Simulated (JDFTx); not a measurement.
Reference run:

Cu(110) slab cut from bulk Cu (space group Fm-3m, indices of the conventional cell, lattice of the Materials Project entry mp-30, not re-optimised): 5 atoms in 5 planes, a 1x1 cell of 9.05 Å² (|a| = 3.577, |b| = 2.530 Å), 5.1 Å between the outermost planes, cell height 21.1 Å, 6×8×1 k mesh, Fermi smearing 0.01 Ha, no spin polarisation.

Reference level: PBE, GBRV ultrasoft potentials, plane waves to 20/100 Ha, in JDFTx (a modified build). Unrelaxed; liquid: CANDLE, water, 1 M KF. The electron chemical potential μ is absolute (zero in the bulk liquid) and is turned into a potential by U = −μ/e − 4.44 V vs SHE, a convention.

| Fermi smearing width | work function (eV) | U_pzc (V) | mean C above U_pzc (μF/cm²) | k states × plane waves | cycles, vacuum run | rough core time, vacuum run |
|---|---|---|---|---|---|---|
| 0.02 Ha | ___ | ___ | 15 over 0.5 V | 20 × 5502 | 29 | 4 min |
| 0.01 Ha | 4.35 | -0.40 | 13 over 0.5 V | 20 × 5502 | 29 | 4 min |
| 0.005 Ha | 4.34 | -0.39 | 13 over 0.5 V | 20 × 5502 | 24 | 3 min |
| 0.003 Ha | 4.36 | -0.37 | – | 20 × 5502 | 23 | 3 min |

Task: What belongs in the gaps?

Result: 
- 0.02 Ha, work function (eV): 4.47
- 0.02 Ha, U_pzc (V): -0.31

Core times come from shared machines and are rough, one run each.
